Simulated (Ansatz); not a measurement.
Relaxed KI (rock salt):

```yaml
crystal:
  lattice:
    - [0.00000, 3.54577, 3.54577]
    - [3.54577, 0.00000, 3.54577]
    - [3.54577, 3.54577, 0.00000]
  atoms:
    - { symbol: I, position: [0.00000, 0.00000, 0.00000] }
    - { symbol: K, position: [0.50000, 0.50000, 0.50000] }
```

Two-dimensional scan of atom 2 (K, nearest neighbour I at 3.546 Å; its periodic images, 5.0 Å or more away, move with it): u runs along (1.000, 0.000, 0.000), v along (0.000, 0.000, 1.000) (Cartesian). Cell and other atoms are fixed.

The numbers are results of r2SCAN (plane waves to 500 eV, PAW, scalar-relativistic; Ansatz, a program for electronic structure), not measurements. k mesh 7×7×7 (Γ-centred), Fermi-Dirac smearing 0.05 eV. Energies are smeared free energies. KI was relaxed with its symmetry unable to fall. Spin-orbit coupling is left out, though I is heavy. ΔE is measured from the undisplaced structure. Axes are in Å.

### Question
Predict the ΔE (meV/cell) at all points of the grid u = -0.890, -0.445, 0.000, 0.445, 0.890 by v = -0.890, -0.445, 0.000, 0.445, 0.890.

### Answer
ΔE (meV/cell), with u across and v down:

| v \ u | -0.890 | -0.445 | 0.000 | 0.445 | 0.890 |
|---|---|---|---|---|---|
| -0.890 | 1183 | 957 | 998 | 957 | 1183 |
| -0.445 | 957 | 247 | 141 | 247 | 957 |
| 0.000 | 998 | 141 | 0 | 141 | 998 |
| 0.445 | 957 | 247 | 141 | 247 | 957 |
| 0.890 | 1183 | 957 | 998 | 957 | 1183 |

(A displaced cell: forces are minus the slopes of the energy, force constants its curvatures, and phonons follow from these.)
